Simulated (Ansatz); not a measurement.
**Computed properties of SrCu₂Ge₂**

SrCu2Ge2:
```
CELL_PARAMETERS angstrom
     -2.12359     2.12359     5.10479
      2.12359    -2.12359     5.10479
      2.12359     2.12359    -5.10479
ATOMIC_POSITIONS crystal
  Sr 0.00000 0.00000 0.00000
  Cu 0.25000 0.75000 0.50000
  Cu 0.75000 0.25000 0.50000
  Ge 0.62691 0.62691 0.00000
  Ge 0.37309 0.37309 0.00000
```

Space group I4/mmm (No. 139); conventional cell a = b = 4.2472 Å, c = 10.2096 Å, α = β = γ = 90.00°.

Method: the program Ansatz at the r²SCAN level (PAW). The cell and atoms are relaxed at this level. Other levels are named where they apply.

### Cell and energy

```
Quantity                                                      Result
-----------------------------------------------------  -------------
Volume per atom                                             18.42 Å³
Density                                                   6.49 g/cm³
Formation energy from the elements (no fitted shifts)  -0.41 eV/atom
```

### Electronic structure

```
Item                                                                         Value
------------------------------------  --------------------------------------------
Electronic character                                             metallic (no gap)
Density of states at the Fermi level  0.30 states/eV per atom (mean over ±0.08 eV)
```

The workflow started from a Materials Project entry (that database holds measured and hypothetical structures alike); the Crystallography Open Database copy checked does not list it. Its standing as an ambient phase is unchecked. The r²SCAN relaxation kept the symmetry of its start; its stability against distortions is not shown here. The run is not spin-polarised. The references are the lowest solids computed at this level, not always the standard phases. Spin–orbit coupling is left out wherever it is not named.

Potentials: the later of the program's two PAW sets.
